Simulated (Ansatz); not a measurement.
Relaxed-ion elastic tensor of GaN in space group P4_2/mnm (No. 136; Ga on 4g, N on 4f) in GPa (Voigt order), r²SCAN in the plane-wave PAW code Ansatz; density 5.84 g/cm³, 11.90 Å³ per atom.

```json
[
 {"": "1", "1": "276", "2": "126", "3": "120", "4": "0.0", "5": "0.0", "6": "0.0"},
 {"": "2", "1": "126", "2": "276", "3": "120", "4": "0.0", "5": "0.0", "6": "0.0"},
 {"": "3", "1": "120", "2": "120", "3": "388", "4": "0.0", "5": "0.0", "6": "0.0"},
 {"": "4", "1": "0.0", "2": "0.0", "3": "0.0", "4": "90.9", "5": "0.0", "6": "0.0"},
 {"": "5", "1": "0.0", "2": "0.0", "3": "0.0", "4": "0.0", "5": "90.9", "6": "0.0"},
 {"": "6", "1": "0.0", "2": "0.0", "3": "0.0", "4": "0.0", "5": "0.0", "6": "103"}
]
```

### Question
Is the crystal mechanically stable?

### Answer
Yes: the smallest eigenvalue of C is 90.9 GPa.

### Question
Work out the Voigt, Reuss and Hill averages.

### Answer
K_V = 186, K_R = 182, K_H = 184; G_V = 95.1, G_R = 92.8, G_H = 94.0 GPa.

### Question
Give Young's modulus, Poisson's ratio, Pugh's ratio and the universal anisotropy index.

### Answer
E = 9KG/(3K + G) = 241 GPa; ν = 0.28; K/G = 1.96 (ductile by the Pugh limit of 1.75); A_U = 5G_V/G_R + K_V/K_R − 6 = 0.14.

### Question
Estimate the sound speeds and the Debye temperature.

### Answer
v_l = √((K + 4G/3)/ρ) = 7280 m/s, v_t = √(G/ρ) = 4010 m/s, mean 4470 m/s; Θ = (h/k)(3n/4πV)^(1/3) v_m = 583 K.

### Question
Solve the Christoffel equation for the three sound speeds along x, y, z.

### Answer
Eigenvalues of C_ijkl n_j n_l equal ρv². In km/s, slowest first: x 3.94, 4.20, 6.87; y 3.94, 4.20, 6.87; z 3.94, 3.94, 8.15.

### Question
How much does each axis shrink under pressure?

### Answer
Linear compressibilities β_i = Σ_j S_ij (j = 1 to 3): x 2.1, y 2.1, z 1.3 per TPa.

The start of the workflow was typed in or built on a structure type; neither database checked (COD, Materials Project) lists it. It is not the phase usual at ambient conditions (space group No. 186, 216). The r²SCAN relaxation kept the symmetry of its start; its stability against distortions is not shown here.

Potentials: the earlier of the program's two PAW sets.
